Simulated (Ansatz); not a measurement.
BeSe:
```
BeSe
1.0
    3.45440     0.00000     0.00000
   -1.72720     2.99160     0.00000
    0.00000     0.00000     5.45717
Be Se
2 2
Direct
  0.00000   0.00000   0.00000
  0.00000   0.00000   0.50000
  0.66667   0.33333   0.75000
  0.33333   0.66667   0.25000
```

This is the LDA-relaxed structure.

Question: All from LDA in the plane-wave PAW code Ansatz, unless another level is named. Estimate the Born charges (a third of the trace).

Answer: Be +2.89, Se -2.89 e.

Question: Give the electronic dielectric constant ε∞ (DFPT).

Answer: 11.4 (xx = yy), 12.7 (zz).

Space group P6_3/mmc (NiAs type). This is a known high-pressure phase of the composition, computed here at zero pressure and temperature. The LDA relaxation kept the symmetry of its start. At this level the phase is dynamically unstable (imaginary phonons). Scalar-relativistic: spin–orbit coupling is off unless named, which matters more the heavier the elements.

Potentials: the later of the program's two PAW sets.
